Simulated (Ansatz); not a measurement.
## Property card for BiB

BiB:
```xyz
2
Lattice="0.0000 2.7276 2.7276 2.7276 0.0000 2.7276 2.7276 2.7276 0.0000" Properties=species:S:1:pos:R:3 pbc="T T T"
Bi     4.0913     4.0913     4.0913
B      0.0000     0.0000     0.0000
```

Space group F-43m (No. 216), zinc blende; conventional cell a = 5.455 Å, b = 5.455 Å, c = 5.455 Å, α = 90.00°, β = 90.00°, γ = 90.00°.

Method: DFT-PBEsol in the program Ansatz with PAW potentials. Geometry: relaxed at this level of theory. Other levels are named where they apply.

### Cell and energy

Volume per atom: 20.29 Å³
Density: 8.99 g/cm³
Formation energy from the elements (no fitted shifts): 0.79 eV/atom

### Electronic structure

* **Band gap**: 0.45 eV (direct)
* **Valence-band maximum**: at Γ
* **Conduction-band minimum**: at Γ
* **Electron effective mass**: 0.034 mₑ (isotropic)
* **Hole effective mass, band 1 of 3 at the edge**: 0.22 along [100], 1.5 along [110], 0.51 along [111] (mₑ)
* **Hole effective mass, band 2 of 3 at the edge**: 0.22 along [100], 0.22 along [110], 0.51 along [111] (mₑ)
* **Hole effective mass, band 3 of 3 at the edge**: 0.032 along [100], 0.029 along [110], 0.028 along [111] (mₑ)
* **HSE06 gap on the PBEsol cell**: 1.01 eV

### Mechanics

* **Bulk modulus (Birch–Murnaghan fit)**: 81.3 GPa
* **Pressure derivative B′**: 4.6
* **Elastic constants (relaxed ions, GPa)**: C11 = 145, C12 = 50.2, C44 = 78.6
* **Mechanical stability**: stable (all eigenvalues of C positive)
* **Hill bulk and shear moduli**: 81.8 and 64.1 GPa
* **Young's modulus**: 153 GPa
* **Poisson's ratio**: 0.19
* **Debye temperature from the elastic constants**: 321 K
* **Piezoelectric stress constants (proper, relaxed ions, C/m²)**: e14 = e25 = e36 = 0.13

### Phonons

- Highest zone-centre frequency (without LO–TO term): 531 cm^-1
- Zone-centre stability: no imaginary mode at Γ

A made-up cell: these elements were put on the sites of a structure type; neither database checked (COD, Materials Project) lists it. Its standing as an ambient phase is unchecked. Symmetry was held in the PBEsol relaxation. Signs of piezoelectric constants follow the polarity of the cell as given. The references are the lowest solids computed at this level, not always the standard phases. Spin–orbit coupling is left out wherever it is not named.

Potentials: the later of the program's two PAW sets.
